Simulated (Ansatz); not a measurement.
Generalised stacking fault of NaCl (rock salt) on the {110} plane. The cell below holds the perfect crystal with the plane normal along z; tilting its third vector by the shift puts one fault into each cell, between planes 2.01 Å apart, at fixed cell height.

```
CELL_PARAMETERS angstrom
      4.02735     0.00000     0.00000
      0.00000     5.69553     0.00000
      2.01367     2.84776     6.04102
ATOMIC_POSITIONS crystal
  Cl 0.00000 0.00000 0.83333
  Cl 0.33333 0.33333 0.16667
  Cl 0.66667 0.66667 0.50000
  Na 0.00000 0.50000 0.83333
  Na 0.33333 0.83333 0.16667
  Na 0.66667 0.16667 0.50000
```

In-plane vectors a = (4.027, 0.000) Å, b = (0.000, 5.696) Å, area 22.94 Å². The shift is s times the vector a (length 4.027 Å), so s = 1 restores the start. The shift is rigid: no atom relaxes. γ = [E(shift) − E(0)] / area.

The numbers are results of PBE (plane waves to 420 eV, PAW, scalar-relativistic; Ansatz, an electronic-structure program), not measurements. k mesh 7×7×7 (Γ-centred), Fermi-Dirac smearing 0.05 eV. E is the zero-smearing estimate. Faults lie only 6.0 Å apart, and holding the cell height and the atoms raises γ above its relaxed value. NaCl was relaxed with its symmetry unable to fall. γ is measured from zero shift.

| s | γ (mJ/m²) |
|---|---|
| 0.000 | 0 |
| 0.083 | 54 |
| 0.167 | 242 |
| 0.250 | 612 |
| 0.333 | withheld |
| 0.417 | 1651 |
| 0.500 | 1867 |
| 0.583 | 1651 |
| 0.667 | withheld |
| 0.750 | 612 |
| 0.833 | 242 |
| 0.917 | 54 |

Task: Fit a Fourier form (three harmonics of 1 − cos and sin) to the given rows and predict γ at s = 0.667.

Result: Least squares on the 10 given rows: γ = (922.1)·[1 − cos(2πs)] + (-160.7)·[1 − cos(4πs)] + (11.1)·[1 − cos(6πs)], in mJ/m²; root-mean-square residual 0.3 mJ/m². At 0.667 the fit gives 1142 mJ/m²; the calculation gives 1141 mJ/m², so the interpolation is off by 1 (+0.1 %). 

(The slope of γ gives the shear force per area between the displaced halves; near zero shift its curvature is an elastic stiffness.)
